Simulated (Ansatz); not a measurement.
Cs2VHO4:
```
CELL_PARAMETERS angstrom
      2.67728    -6.72301     0.00000
      2.67728     6.72301     0.00000
      0.00000     0.00000     8.71153
ATOMIC_POSITIONS crystal
  Cs 0.63440 0.36560 0.06057
  Cs 0.36560 0.63440 0.56057
  Cs 0.05438 0.94562 0.38686
  Cs 0.94562 0.05438 0.88686
  V  0.66927 0.33073 0.62448
  V  0.33073 0.66927 0.12448
  H  0.12977 0.87023 0.71136
  H  0.87023 0.12977 0.21136
  O  0.36794 0.63206 0.94123
  O  0.63206 0.36794 0.44123
  O  0.89663 0.65091 0.71125
  O  0.10337 0.34909 0.21125
  O  0.34909 0.10337 0.71125
  O  0.65091 0.89663 0.21125
  O  0.20621 0.79379 0.13200
  O  0.79379 0.20621 0.63200
```

Relaxed with r²SCAN. Special points in fractions of this cell's reciprocal vectors: Γ (0.000, 0.000, 0.000); Y (-0.500, 0.500, 0.000); C0 (-0.290, 0.710, 0.000); Σ0 (0.290, 0.290, 0.000); Z (0.000, 0.000, 0.500); A0 (0.290, 0.290, 0.500); E0 (-0.290, 0.710, 0.500); T (-0.500, 0.500, 0.500); S (0.000, 0.500, 0.000); R (0.000, 0.500, 0.500).

Question: List the band energies nearest the valence-band maximum at these points for plane-wave PAW r²SCAN (Ansatz code).

Answer: In eV from the valence-band maximum; about four levels below and three above (degenerate sets whole), none deeper than 8.9 eV; points with the same levels are listed once.

```csv
k,below,above
Γ,-0.21 -0.16 -0.11 -0.06,4.09 4.15 4.55
Y,-0.15 -0.13 -0.08 0.00,4.11 4.11 4.56
C0,-0.57 -0.49 -0.08 -0.02,4.26 4.32 4.47
Z,-0.21 -0.21 -0.07 -0.07,4.13 4.13 4.61 4.61
A0,-0.54 -0.54 -0.07 -0.07,4.37 4.37 4.43 4.43
T,-0.17 -0.17 -0.07 -0.07,4.12 4.12 4.63 4.63
S,-0.59 -0.52 -0.05 -0.04,4.28 4.34 4.47
R,-0.58 -0.58 -0.06 -0.06,4.38 4.38 4.45 4.45
```

Space group Cmc2_1. The first step of the workflow began from a Materials Project structure, measured or hypothetical; the Crystallography Open Database copy checked does not list it. Whether it is the stable phase at ambient conditions was not checked. Symmetry was held in the r²SCAN relaxation; whether a distortion lowers the energy is not shown. The run is not spin-polarised. No Hubbard U is applied. Scalar-relativistic: spin–orbit coupling is off unless named, which matters more the heavier the elements.

Potentials: the later of the program's two PAW sets.
